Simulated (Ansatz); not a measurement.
BiTe (rock salt, Fm-3m) at seven volumes, PBE (plane waves, PAW; program Ansatz), scaled uniformly. One row is withheld.

| V (Å³/atom) | P (GPa) |
|---|---|
| 31.245 | 5.55 |
| 32.275 | 3.38 |
| 33.305 | 1.54 |
| 34.335 | 0.00 |
| 35.365 | -1.30 |
| 36.395 | ? |
| 37.425 | -3.30 |

Q: Fit the shown pressures and predict the withheld one.

A: P = (3/2)B₀(x^(7/2) − x^(5/2))[1 + (3/4)(B′ − 4)(x − 1)] with x = (V₀/V)^(2/3). Least squares on the six rows gives V₀ = 34.335 Å³/atom, B₀ = 47.0 GPa, B′ = 4.76. At V = 36.395, x = 0.9619 and P = -2.38 GPa. The run itself gave -2.39 GPa.

The workflow started from an entry of the Crystallography Open Database (COD), which files this formula under 2 space groups. Its standing as an ambient phase is unchecked. Symmetry was held in the PBE relaxation; whether a distortion lowers the energy is not shown. Scalar-relativistic: spin–orbit coupling is off unless named, which matters more the heavier the elements.

Potentials: the later of the program's two PAW sets.
